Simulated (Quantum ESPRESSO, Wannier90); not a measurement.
# Wannier functions of SnSe (rock salt)

Materials Project entry mp-2693; symmetrised, unrelaxed at this level. COD (Crystallography Open Database) has the formula in 3 space groups, this one among them (matched by group alone). Method: PBEsol plane waves in Quantum ESPRESSO 7.5 (PseudoDojo norm-conserving files, 69 Ry, spinors with spin-orbit coupling), Bloch states on a 6×6×6 mesh through Γ, Wannier90 4.0.1. Density: 10×10×10 mesh, Gaussian smearing 0.01 Ry.

On the energy scale of pw.x, whose zero is arbitrary, the valence-band maximum lies at 9.30 eV.

Input w.win:

```
num_bands = 6
num_wann = 6
exclude_bands = 1-14,21-50
spinors = true
num_iter = 1000
conv_tol = 1.0e-6
conv_window = 4
write_hr = true
write_u_matrices = true
auto_projections = true
begin unit_cell_cart
ang
    0.0000000000    3.0104350000    3.0104350000
    3.0104350000    0.0000000000    3.0104350000
    3.0104350000    3.0104350000    0.0000000000
end unit_cell_cart
begin atoms_frac
Sn   0.0000000000  0.0000000000  0.0000000000
Se   0.5000000000  0.5000000000  0.5000000000
end atoms_frac
mp_grid = 6 6 6
begin kpoints
0.0000000000 0.0000000000 0.0000000000
0.0000000000 0.0000000000 0.1666666667
0.0000000000 0.0000000000 0.3333333333
... (213 more lines: the 6x6x6 mesh through Gamma)
end kpoints
```

Input of pw2wannier90.x that gives the overlap and projection files (equivalent; here they were cut from one run over all bands):

```
&inputpp
  outdir = './out'
  prefix = 'pwscf'
  seedname = 'w'
  write_amn = .true.
  write_mmn = .true.
  scdm_proj = .true.
  scdm_entanglement = 'isolated'
/
```

Output w.wout (banner and timings cut):

```
                                    ------
                                    SYSTEM
                                    ------

                              Lattice Vectors (Ang)
                    a_1     0.000000   3.010435   3.010435
                    a_2     3.010435   0.000000   3.010435
                    a_3     3.010435   3.010435   0.000000

                   Unit Cell Volume:      54.56545  (Ang^3)

                        Reciprocal-Space Vectors (Ang^-1)
                    b_1    -1.043568   1.043568   1.043568
                    b_2     1.043568  -1.043568   1.043568
                    b_3     1.043568   1.043568  -1.043568

 *----------------------------------------------------------------------------*
 |   Site       Fractional Coordinate          Cartesian Coordinate (Ang)     |
 +----------------------------------------------------------------------------+
 | sn   1   0.00000   0.00000   0.00000   |    0.00000   0.00000   0.00000    |
 | se   1   0.50000   0.50000   0.50000   |    3.01044   3.01044   3.01044    |
 *----------------------------------------------------------------------------*
                                ------------
                                K-POINT GRID
                                ------------

             Grid size =  6 x  6 x  6      Total points =  216

 *---------------------------------- MAIN ------------------------------------*
 |  Number of Wannier Functions               :                 6             |
 |  Number of Objective Wannier Functions     :                 6             |
 |  Number of input Bloch states              :                 6             |
 |  Output verbosity (1=low, 5=high)          :                 1             |
 |  Timing Level (1=low, 5=high)              :                 1             |
 |  Optimisation (0=memory, 3=speed)          :                 3             |
 |  Length Unit                               :               Ang             |
 |  Post-processing setup (write *.nnkp)      :                 F             |
 |  Using Gamma-only branch of algorithms     :                 F             |
 *----------------------------------------------------------------------------*
 *------------------------------- WANNIERISE ---------------------------------*
 |  Total number of iterations                :              1000             |
 |  Number of CG steps before reset           :                 5             |
 |  Trial step length for line search         :             2.000             |
 |  Convergence tolerence                     :         0.100E-05             |
 |  Convergence window                        :                 4             |
 |  Iterations between writing output         :                 1             |
 |  Iterations between backing up to disk     :               100             |
 |  Write r^2_nm to file                      :                 F             |
 |  Write xyz WF centres to file              :                 F             |
 |  Write on-site energies <0n|H|0n> to file  :                 F             |
 |  Use guiding centre to control phases      :                 F             |
 |  Use phases for initial projections        :                 F             |
 *----------------------------------------------------------------------------*
 *-------------------------------- PLOTTING ----------------------------------*
 |  Plotting Hamiltonian in WF basis          :                 T             |
 *----------------------------------------------------------------------------*

 *---------------------------------- K-MESH ----------------------------------*
 +----------------------------------------------------------------------------+
 |                    Distance to Nearest-Neighbour Shells                    |
 |                    ------------------------------------                    |
 |          Shell             Distance (Ang^-1)          Multiplicity         |
 |          -----             -----------------          ------------         |
 |             1                   0.301252                      8            |
 |             2                   0.347856                      6            |
 |             3                   0.491943                     12            |
 |             4                   0.576854                     24            |
 |             5                   0.602504                      8            |
 |             6                   0.695712                      6            |
 |             7                   0.758134                     24            |
 |             8                   0.777829                     24            |
       ... (lines left out)
 +----------------------------------------------------------------------------+
 | The b-vectors are chosen automatically                                     |
 | The following shells are used:                       1                     |
 +----------------------------------------------------------------------------+
 |                        Shell   # Nearest-Neighbours                        |
 |                        -----   --------------------                        |
 |                          1               8                                 |
 +----------------------------------------------------------------------------+
 | Completeness relation is fully satisfied [Eq. (B1), PRB 56, 12847 (1997)]  |
 +----------------------------------------------------------------------------+
 |                  b_k Vectors (Ang^-1) and Weights (Ang^2)                  |
 |                  ----------------------------------------                  |
 |            No.         b_k(x)      b_k(y)      b_k(z)        w_b           |
 |            ---        --------------------------------     --------        |
 |             1         0.173928    0.173928   -0.173928     4.132104        |
 |             2         0.173928   -0.173928    0.173928     4.132104        |
 |             3        -0.173928    0.173928    0.173928     4.132104        |
 |             4         0.173928    0.173928    0.173928     4.132104        |
 |             5        -0.173928   -0.173928    0.173928     4.132104        |
 |             6        -0.173928    0.173928   -0.173928     4.132104        |
 |             7         0.173928   -0.173928   -0.173928     4.132104        |
 |             8        -0.173928   -0.173928   -0.173928     4.132104        |
 +----------------------------------------------------------------------------+
 |                           b_k Directions (Ang^-1)                          |
 |                           -----------------------                          |
 |            No.           x           y           z                         |
 |            ---        --------------------------------                     |
 |             1         0.173928    0.173928   -0.173928                     |
 |             2         0.173928   -0.173928    0.173928                     |
 |             3        -0.173928    0.173928    0.173928                     |
 |             4         0.173928    0.173928    0.173928                     |
 +----------------------------------------------------------------------------+

 Starting a new Wannier90 calculation ...

 Reading overlaps from w.mmn

 Reading projections from w.amn

 *------------------------------- WANNIERISE ---------------------------------*
 +--------------------------------------------------------------------+<-- CONV
 | Iter  Delta Spread     RMS Gradient      Spread (Ang^2)            |<-- CONV
 +--------------------------------------------------------------------+<-- CONV

 ------------------------------------------------------------------------------
 Initial State
  WF centre and spread    1  ( -0.000060,  0.000005, -0.000000 )     0.43325260
  WF centre and spread    2  ( -0.000008,  0.000001,  0.000002 )     0.43102643
  WF centre and spread    3  ( -0.000016, -0.000002,  0.000004 )     0.43263320
  WF centre and spread    4  ( -0.000012,  0.000002, -0.000001 )     0.43113756
  WF centre and spread    5  ( -0.000014, -0.000003, -0.000001 )     0.42993909
  WF centre and spread    6  (  0.000111,  3.010433,  3.010431 )     4.85435869
  Sum of centres and spreads (  0.000000,  3.010435,  3.010435 )     7.01234757

      0     0.701E+01     0.0000000000        7.0123475618  <-- CONV
        O_D=      4.4206045 O_OD=      0.0044290 O_TOT=      7.0123476 <-- SPRD
 ------------------------------------------------------------------------------
      1    -0.309E+01     1.5559575792        3.9258941228  <-- CONV
        O_D=      1.3362222 O_OD=      0.0023579 O_TOT=      3.9258941 <-- SPRD
      2    -0.106E+01     0.8483696812        2.8644832175  <-- CONV
        O_D=      0.2757003 O_OD=      0.0014688 O_TOT=      2.8644832 <-- SPRD
      3    -0.223E+00     0.4834518305        2.6416077893  <-- CONV
        O_D=      0.0529700 O_OD=      0.0013237 O_TOT=      2.6416078 <-- SPRD
      4    -0.444E-01     0.2297221551        2.5971796854  <-- CONV
        O_D=      0.0085699 O_OD=      0.0012957 O_TOT=      2.5971797 <-- SPRD
      5    -0.765E-02     0.0936856438        2.5895283493  <-- CONV
        O_D=      0.0009226 O_OD=      0.0012917 O_TOT=      2.5895283 <-- SPRD
       ... (lines left out)
     11    -0.254E-07     0.0001505840        2.5886056257  <-- CONV
        O_D=      0.0000006 O_OD=      0.0012910 O_TOT=      2.5886056 <-- SPRD
     12    -0.712E-08     0.0000708394        2.5886056186  <-- CONV
        O_D=      0.0000006 O_OD=      0.0012910 O_TOT=      2.5886056 <-- SPRD
     13    -0.223E-08     0.0000520650        2.5886056164  <-- CONV
        O_D=      0.0000006 O_OD=      0.0012910 O_TOT=      2.5886056 <-- SPRD
             <<<     Delta < 1.000E-06  over  4 iterations     >>>
             <<< Wannierisation convergence criteria satisfied >>>
 Final State
  WF centre and spread    1  (  0.000000,  0.000000, -0.000000 )     0.43253993
  WF centre and spread    2  ( -0.000000, -0.000000, -0.000000 )     0.43074499
  WF centre and spread    3  (  0.000000,  0.000000, -0.000000 )     0.43233065
  WF centre and spread    4  ( -0.000000, -0.000000, -0.000000 )     0.43085344
  WF centre and spread    5  ( -0.000000,  0.000000, -0.000000 )     0.42956642
  WF centre and spread    6  (  0.000000,  3.010435,  3.010435 )     0.43257020
  Sum of centres and spreads (  0.000000,  3.010435,  3.010435 )     2.58860562

         Spreads (Ang^2)       Omega I      =     2.587314095
        ================       Omega D      =     0.000000568
                               Omega OD     =     0.001290953
    Final Spread (Ang^2)       Omega Total  =     2.588605616
```
